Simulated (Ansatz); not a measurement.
# Li$_{2}$Pd: stiffness from a series of strains

```
CELL_PARAMETERS angstrom
4.22670 0.00000 0.00000
-2.11335 3.66043 0.00000
0.00000 0.00000 2.73190
ATOMIC_POSITIONS crystal
Li 0.33333 0.66667 0.50000
Li 0.66667 0.33333 0.50000
Pd 0.00000 0.00000 0.00000
```

Atoms are numbered in the order listed.

The cell comes from COD entry 1523156, which wasn't checked; take it as a given geometry.

Spin polarisation is left out, and whether a magnetic state lies lower isn't shown here.

The calculation used Ansatz 0.2.0, DFT, LDA, all-electron LAPW, scalar-relativistic.

The runs use a Γ-centred 11×11×15 k mesh, Fermi–Dirac smearing of 0.08 eV, basis error target 0.5 meV/atom, no spin polarisation.

The strain is applied along the Cartesian axes of the cell as listed (the other components stay zero). Fractional coordinates are held (clamped ions).

σ is the change of stress from the unstrained cell, which is at -4.95 GPa; tension is positive, so slopes are stress–strain coefficients at that pressure. In a metal the k mesh adds noise.

Only quantities that a quadratic follows smoothly over the whole series are listed; rougher ones are left out.

```tsv
εzz	σzz (GPa)	σxx (GPa)
-0.0200	-3.06	-0.36
0.0000	0.00	0.00
0.0100	1.32	0.15
0.0200	2.52	0.29
```

Fit the series and read off the stiffness at zero strain.

Least-squares fits y = p0 + p1 x + p2 x² to the rows give σzz (GPa): p1 = 139, p2 = -670; σxx (GPa): p1 = 16.2, p2 = -84. So C33 = 139 GPa and C13 = 16 GPa, for these axes.

One run, at εzz = -0.0100, is withheld. Predict its row.

The fits give -1.46, -0.17; the run gave -1.46, -0.17.
